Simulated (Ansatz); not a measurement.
MgS (rock salt)

```xyz
2
Lattice="0.0000 2.6148 2.6148 2.6148 0.0000 2.6148 2.6148 2.6148 0.0000" Properties=species:S:1:pos:R:3 pbc="T T T"
S      0.0000     0.0000     0.0000
Mg     2.6148     2.6148     2.6148
```

In each cell atom 2 (Mg, nearest neighbour S at 2.615 Å; its periodic images, 3.7 Å or more away, move with it) moves by s·(-1.000, 0.000, 0.000) (towards the nearest neighbour), the rest being held.

Computed with PBE (plane waves to 420 eV, PAW, scalar-relativistic; Ansatz, a quantum-chemistry and plane-wave program). k mesh 9×9×9 (Γ-centred), Fermi-Dirac smearing 0.05 eV. E stands for the smeared free energy. Compression counts positive. F∥ is the force on the atom along that direction. MgS was relaxed with its symmetry unable to fall. ΔE is measured from the undisplaced structure.

```csv
s (Å),P (GPa),ΔE (meV/cell),F∥ (eV/Å)
-0.520,[?],[?],3.902
-0.416,[?],349,2.328
-0.312,3.4,164,[?]
-0.208,1.4,63,0.680
-0.104,0.3,14,0.283
0.000,0.0,0,0.000
0.104,0.3,14,-0.283
0.208,1.4,63,-0.680
0.312,3.4,164,[?]
0.416,[?],349,-2.328
0.520,[?],[?],-3.902
```

### Question
What belongs in the gaps?

### Answer

- -0.520, P (GPa): 10.7
- -0.520, ΔE (meV/cell): 667
- -0.416, P (GPa): 6.3
- -0.312, F∥ (eV/Å): 1.314
- 0.312, F∥ (eV/Å): -1.314
- 0.416, P (GPa): 6.3
- 0.520, P (GPa): 10.7
- 0.520, ΔE (meV/cell): 667

(For displaced atoms, the force is minus the slope of the energy, and its curvature is a force constant, which sets phonon frequencies.)
